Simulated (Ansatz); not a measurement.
Total density of states per atom from plane-wave PAW PBE (Ansatz code), in 0.25 eV bins, energy from the Fermi level:

(E (eV), states/eV/atom): (-7.85, 0.23); (-7.60, 0.23); (-7.35, 0.24); (-7.10, 0.27); (-6.85, 0.29); (-6.60, 0.28); (-6.35, 0.21); (-6.10, 0.23); (-5.85, 0.30); (-5.60, 0.29); (-5.35, 0.32); (-5.10, 0.33); (-4.85, 0.32); (-4.60, 0.31); (-4.35, 0.29); (-4.10, 0.25); (-3.85, 0.23); (-3.60, 0.22); (-3.35, 0.29); (-3.10, 0.36); (-2.85, 0.36); (-2.60, 0.33); (-2.35, 0.34); (-2.10, 0.36); (-1.85, 0.39); (-1.60, 0.47); (-1.35, 0.54); (-1.10, 0.53); (-0.85, 0.45); (-0.60, 0.39); (-0.35, 0.33); (-0.10, 0.22); (0.15, 0.14); (0.40, 0.25); (0.65, 0.36); (0.90, 0.50); (1.15, 0.58); (1.40, 0.49); (1.65, 0.43); (1.90, 0.37); (2.15, 0.39); (2.40, 0.44); (2.65, 0.47); (2.90, 0.52); (3.15, 0.50); (3.40, 0.43); (3.65, 0.52); (3.90, 0.49); (4.15, 0.48)

Task: Pick the material that matches.
(A) Ga, α-Ga
(B) Rh, fcc (Cu type)
(C) La3Ge5, Fdd2 (Pearson symbol oF64)
(D) Ce, fcc (Cu type)

Result: A, Ga, α-Ga. Within 0.5 eV of the Fermi level: Ga 4p 81 %, Ga 4s 17 %. Projections are on Löwdin-orthogonalised atomic valence shells; empty p or d shells of many metals are not among them.

Space group Cmce (α-Ga). The PBE relaxation kept the symmetry of its start. Scalar-relativistic: spin–orbit coupling is off unless named, which matters more the heavier the elements.

Potentials: the later of the program's two PAW sets.
